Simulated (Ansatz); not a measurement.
## Rh (Fm-3m), generalised stacking fault

Computed with Ansatz, DFT PBEsol, scalar-relativistic, plane waves, PAW. Settings: plane waves to 420 eV, k-mesh 25×25×5 (Γ-centred), Gaussian smearing 0.15 eV. No spin polarisation. Energies are free energies at this smearing, counted from the undisturbed cell; pressure is positive in compression.

Reference structure (relaxed at this level; with this scan's settings it stands at 0.1 GPa):

```
CELL_PARAMETERS angstrom
1.89000 -1.89000 0.00000
1.89000 0.00000 -1.89000
7.55999 7.55999 7.55999
ATOMIC_POSITIONS crystal
Rh 0.66667 0.66667 0.08332
Rh 0.00000 0.00000 0.91665
Rh 0.33333 0.33333 0.24998
Rh 0.66667 0.66667 0.58332
Rh 0.00000 0.00000 0.41665
Rh 0.33333 0.33333 0.74998
```

The cut lies on the cell's a–b face, a (1 1 1) plane (indices in the standard cell, whose axes needn't be the Cartesian ones shown) of area 6.19 Å², between layers 2.18 Å apart. Vector c is tilted by f times 1·a + 0·b (length 2.673 Å) with the atoms' Cartesian places fixed: one unrelaxed fault a cell. The cell is metallic on the mesh throughout.

```
     f  γ (mJ/m²)
0.0000          0
0.1000        194
0.2000        663
0.3000       1157
0.4000       1479
0.5000       1581
```

By symmetry 0.6000 repeats 0.4000, 0.8000 repeats 0.2000, 0.7000 repeats 0.3000, 0.9000 repeats 0.1000 in energy, with the opposite slope along the path.

Cost: 6 runs of about 15 core-minutes in all, on Intel Xeon 6975P-C (Granite Rapids) (shared hosts).